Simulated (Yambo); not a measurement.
A G0W0@PBEsol run in Yambo for CaCd$_{3}$O$_{4}$ (space group Cmmm, No. 65) (2×2×4 Γ-centred k mesh, bands 13 to 181 and a 7 Ry block in the screening, 181 bands in G with the Bruneval-Gonze terminator, plasmon pole fitted at 27.2 eV) gives these matrix elements, in eV, at the band edges (Γ → Γ):

| state | E0 | <Vxc> | <Σx> | <Σc(E0)> | Z |
|---|---|---|---|---|---|
| valence edge | 0.000 | -21.696 | -26.490 | 4.341 | 0.780 |
| conduction edge | 0.172 | -13.721 | -10.016 | -3.078 | 0.825 |

Question: Solve the linearised quasiparticle equation for both states, give the gap, and say how exchange and correlation each act on it.

Answer: E = E0 + Z(Σx + Σc − Vxc). Valence: 0.000 + 0.780 × (-26.490 + (4.341) − (-21.696)) = -0.35 eV. Conduction: 0.172 + 0.825 × (-10.016 + (-3.078) − (-13.721)) = 0.69 eV. The gap is 1.04 eV, against 0.17 eV in PBEsol. Replacing Vxc by bare exchange alone would open it by 8.50 eV; correlation takes back 7.42 eV of that, and Z scales what is left. Nearest settings tried, and what they do to the gap: 87 bands in G: +37 meV; 100 bands in W: +217 meV. Not varied: block, mesh. So the settings aren't converged at that level. Spin-orbit splittings are left out.

Geometry of the Materials Project entry, not relaxed at this level; primitive cell a = b = 5.7899 Å, c = 3.3705 Å, α = β = 90.00°, γ = 109.69°.

The structure is a Materials Project entry; no match was found in the copy of COD used, and its stability was not checked.
